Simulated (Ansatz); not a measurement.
**A plane-wave run on V2Ga3**

Input file of Ansatz 0.2.0:

```yaml
crystal:
  lattice:
    - [2.78157219, 4.81782422, 0.0]
    - [-2.78157219, 4.81782422, 0.0]
    - [0.0, -3.21187877, 5.06150844]
  atoms:
    - { symbol: Ga, position: [0.94365, 0.55635, 0.75] }
    - { symbol: Ga, position: [0.25, 0.94365, 0.75] }
    - { symbol: Ga, position: [0.55635, 0.25, 0.75] }
    - { symbol: Ga, position: [0.05635, 0.44365, 0.25] }
    - { symbol: Ga, position: [0.75, 0.05635, 0.25] }
    - { symbol: Ga, position: [0.44365, 0.75, 0.25] }
    - { symbol: V, position: [0.35217, 0.35217, 0.05651] }
    - { symbol: V, position: [0.14783, 0.14783, 0.44349] }
    - { symbol: V, position: [0.64783, 0.64783, 0.94349] }
    - { symbol: V, position: [0.85217, 0.85217, 0.55651] }
  symmetry: { tolerance: 0.0003 }
kpoints:
  mp_grid: { grid: [7, 7, 7], shift: [0, 0, 0] }
magnetization:
  spin_polarized: false
scf:
  occupations: { method: fermi_dirac }
  lower_state_search: "off"
  max_iter: 200
hamiltonian:
  pseudopotentials: { kind: paw }
  xc: pbesol
basis:
  ecutwfc: 420
  fft_grid_basis: typed
output:
  forces: true
  stress: true
  eigenvalues: true
  bader: true
  populations: true
  elf: true
  write_potential: true
  volumetric_format: npy
  dos:
    e_range: [-12, 8]
    de: 0.05
    projected: { site_lists: { Ga: [Ga], V: [V] } }
checkpoint:
  read: saved_state
```

The saved state is an earlier solution for the same cell, perhaps on another mesh. 

Output (shortened):

```
Warning: crystal.lattice misses the space group found at crystal.symmetry.tolerance 3.0e-4 in a digit that the deck types, which is why this is a warning: making the lattice exact moves one of its numbers by a whole unit of that number's last typed decimal, or more. The operation that it misses by the most changes a squared length by the fraction 1.38e-6.
Pseudopotentials: kind: paw
Pseudopotential: Ga, paw, valence charge 13, recommended cutoff 420 eV (normal), Ga.paw.azcp
Pseudopotential: V, paw, valence charge 13, recommended cutoff 420 eV (normal), V.paw.azcp
Functional definition: PBEsol
  exchange = pbesol_x
  correlation = pbesol_c
Crystal: 10 atoms, lattice volume = 135.660 Å³
Basis set: ecut = 420 eV, 2639 PW (Γ), exchange–correlation on 80×80×90 points (8 copies of the dense FFT grid, shifted against one another)
Bands: 78, of which v1, the nominal top of the filled ones, is band 65 counted from 1 (64 counted from 0)
Symmetry: 12 space group operations
Space group: R-3c (ITA 167), of the structure as read, at distance tolerance 1.5e-3 Å
k-points: 44 of 343
Initial density: read from a saved state, or passed on in memory by an earlier SCF of this step, an earlier step, the calling program or the single point that the run made first
Functional: x = pbesol(κ = 0.804, μ = 0.1235), c = pbesol(β = 0.046)
SCF iter   1: F=—  Δρ=1.22e-3  dr2=1.17e-3
SCF iter   2: F=—  Δρ=6.53e-4  dr2=3.86e-4
SCF iter   3: F=—  Δρ=1.56e-4  dr2=3.69e-5
SCF iter   4: F=—  Δρ=8.19e-5  dr2=8.56e-6
SCF iter   5: F=—  Δρ=2.34e-5  dr2=9.89e-7
SCF iter   6: F=—  Δρ=7.58e-6  dr2=1.27e-7
SCF iter   7: F=-33985.7391 eV  Δρ=2.12e-6  dr2=6.33e-9
Free energy (F): -33985.7391 eV
Harris-Foulkes:  -33985.7391 eV  (|F-HF|=2.19e-9)
Internal energy: -33985.3950 eV  (E = F + TS)
E sigma→0 (E₀):  -33985.5670 eV
Entropy (-TS):   -0.3441 eV (-34.409 meV/atom)
Fermi energy:    15.0497 eV
--- Per-component energies (eV) ---
  E_band       = -480.7078
  E_kinetic    = 2103.3793
  E_local      = -14323.1812  (includes V_loc(G=0)·N_el)
  E_nonlocal   = 2373.1697
  E_hartree    = 6808.1044
  E_xc         = -959.8833
  E_vxc        = -1046.4807  (∫ρ·V_xc dr)
  E_paw        = -16013.7177  (= ΣΔE_a)
  E_vpaw       = -3203.8011  (= ΣTr[D̂ρ^β])
  E_aug_tail   = 0.0004  (compensation charges beyond the density's cutoff)
  E_ewald      = -13979.0432
  E_core_change = 5.7766  (= ΣΔE_core)
  E_smearing   = -0.3441  (= −TS)
--- Stress (GPa, compression-positive) ---
       56.3737       0.0000       0.0000
        0.0000      56.3737       0.0000
        0.0000       0.0000      51.3282
  P = ⅓ Tr σ = 54.6919 GPa (546.919 kbar)
--- Bader charges: 10 sites ---
  site symbol  charge [e]  shift [e]
     0     Ga     -0.3089     0.0016
     1     Ga     -0.3089     0.0016
     2     Ga     -0.3089     0.0016
     3     Ga     -0.3089     0.0016
     4     Ga     -0.3089     0.0016
     5     Ga     -0.3089     0.0016
     6      V      0.4634     0.0025
     7      V      0.4633     0.0025
     8      V      0.4633     0.0025
     9      V      0.4633     0.0025
```

Origin: a known structure type with other elements, at an estimated volume, so it need not be a known compound. Caveats: no spin polarisation, so a magnetic state may lie lower; atoms or cell far from equilibrium.
